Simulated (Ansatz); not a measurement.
Relaxed InP (zinc blende):

```yaml
crystal:
  lattice:
    - [0.00000, 2.97977, 2.97977]
    - [2.97977, 0.00000, 2.97977]
    - [2.97977, 2.97977, 0.00000]
  atoms:
    - { symbol: P, position: [0.75000, 0.75000, 0.75000] }
    - { symbol: In, position: [0.00000, 0.00000, 0.00000] }
```

In this cell atom 2 (In, nearest neighbour P at 2.581 Å; its periodic images, 4.2 Å or more away, move with it) is moved by s along Cartesian z, unit vector (0.000, 0.000, 1.000); all other atoms and the cell stay fixed.

The numbers are results of PBE (plane waves to 420 eV, PAW, scalar-relativistic; Ansatz, an electronic-structure program), not measurements. k mesh 8×8×8 (Γ-centred), Fermi-Dirac smearing 0.05 eV. E stands for the smeared free energy. InP was relaxed with its symmetry unable to fall. ΔE is measured from the undisplaced structure.

```csv
s (Å),ΔE (meV/cell)
-0.520,885
-0.416,587
-0.312,withheld
-0.208,154
-0.104,39
0.000,0
0.104,39
0.208,154
0.312,withheld
0.416,587
0.520,885
```

Question: Fit an even polynomial form (powers 2, 4) to the given rows and predict ΔE at s = 0.312.

Answer: Least squares on the 9 given rows: ΔE = (3607)·s² + (-1236)·s⁴, in meV/cell with s in Å; root-mean-square residual 0.2 meV/cell. At 0.312 the fit gives 339 meV/cell; the calculation gives 340 meV/cell, so the interpolation is off by -1 (-0.3 %). The quadratic term alone would give 351 meV/cell.

(A displaced cell: forces are minus the slopes of the energy, force constants its curvatures, and phonons follow from these.)
